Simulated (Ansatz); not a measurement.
MoPb: relaxation of cell and atoms

Theory: DFT, r2SCAN, PAW with Ansatz's default frozen-core files, scalar-relativistic (Ansatz 0.2.0).

Command: `ansatz run input.yaml --threads 1 --pin off --max-ram 2048MiB --backend cpu --events-out ev --progress --plain --runs-dir out` The run took 4.2 min on 1 thread of Intel(R) Xeon(R) Processor @ 2.50GHz (Skylake/Cascade Lake) (shared host), peak memory 0.54 GiB.

```yaml
crystal:
  lattice:
    - [3.3255648938, 0.0, 0.0]
    - [0.0, 3.3255648938, 0.0]
    - [0.0, 0.0, 4.5227682556]
  atoms:
    - { symbol: Mo, position: [0.0, 0.0, 0.0] }
    - { symbol: Pb, position: [0.5, 0.5, 0.5] }
kpoints:
  mp_grid: { grid: [11, 11, 8] }
scf:
  occupations: { method: fermi_dirac, width: 0.05 }
hamiltonian:
  xc: r2scan
  pseudopotentials: { kind: paw }
output:
  forces: true
  stress: true
  write_density: true
  write_potential: true
  elf: true
  volumetric_format: npy
relax:
  f_tol: 0.005
  max_steps: 80
  cell: {}
```

No spin–orbit coupling, which matters for the heavy atoms here.

The cell is built from the L10 type as a first guess.

The cutoff is 500 eV; energies and pressures of the walk include the program's estimate of the Pulay term. The PAW files were made with PBE; their cores are remade for this functional.

Each frame lists the cell vectors (Å), then Cartesian positions (Å); symmetry keeps all forces zero. Free energies count from the first step, -16885.5800 eV.

The walk took 11 evaluations in all; steps that aren't listed are left out.

Step 1: E = 0.0 meV, P = -17.11 GPa

```
cell 3.3256 0.0000 0.0000 0.0000 3.3256 0.0000 0.0000 0.0000 4.5228
Mo    0.0000    0.0000    0.0000
Pb    1.6628    1.6628    2.2614
```

Step 2: E = -580.7 meV, P = -8.61 GPa

```
cell 3.1698 0.0000 0.0000 0.0000 3.1698 0.0000 0.0000 0.0000 4.3023
Mo    0.0000    0.0000    0.0000
Pb    1.5849    1.5849    2.1511
```

Step 3: E = -713.0 meV, P = 1.40 GPa

```
cell 3.1060 0.0000 0.0000 0.0000 3.1060 0.0000 0.0000 0.0000 4.0797
Mo    0.0000    0.0000    0.0000
Pb    1.5530    1.5530    2.0398
```

Step 4: E = -822.6 meV, P = 3.58 GPa

```
cell 3.1582 0.0000 0.0000 0.0000 3.1582 0.0000 0.0000 0.0000 3.8590
Mo    0.0000    0.0000    0.0000
Pb    1.5791    1.5791    1.9295
```

Step 5: E = -978.4 meV, P = 2.74 GPa

```
cell 3.2451 0.0000 0.0000 0.0000 3.2451 0.0000 0.0000 0.0000 3.6441
Mo    0.0000    0.0000    0.0000
Pb    1.6225    1.6225    1.8221
```

Step 6:

```
cell 3.3485 0.0000 0.0000 0.0000 3.3485 0.0000 0.0000 0.0000 3.4272
Mo    0.0000    0.0000    0.0000
Pb    1.6743    1.6743    1.7136
```

Step 7: E = -1065.5 meV, P = -1.21 GPa

```
cell 3.3892 0.0000 0.0000 0.0000 3.3892 0.0000 0.0000 0.0000 3.4125
Mo    0.0000    0.0000    0.0000
Pb    1.6946    1.6946    1.7063
```

Task: Give the energy, pressure of step 6.

Result: E = -1061.9 meV, P = 1.74 GPa
```
Mo    0.0000    0.0000    0.0000
Pb    1.6743    1.6743    1.7136
```

Task: How does the relaxation end?

Result: It converges, with a = 3.385 Å, b = 3.385 Å, c = 3.392 Å, α = 90.00°, β = 90.00°, γ = 90.00° for the cell as listed; within 0.05 Å it has space group Pm-3m; smaller departures are within what the tolerances leave open. The last solve (on a basis chosen afresh for the final cell, so its energy is not quite comparable) gives E = -1065.7 meV, P = 0.00 GPa:
```
cell 3.3845 0.0000 0.0000 0.0000 3.3845 0.0000 0.0000 0.0000 3.3923
Mo    0.0000    0.0000    0.0000
Pb    1.6923    1.6923    1.6962
```
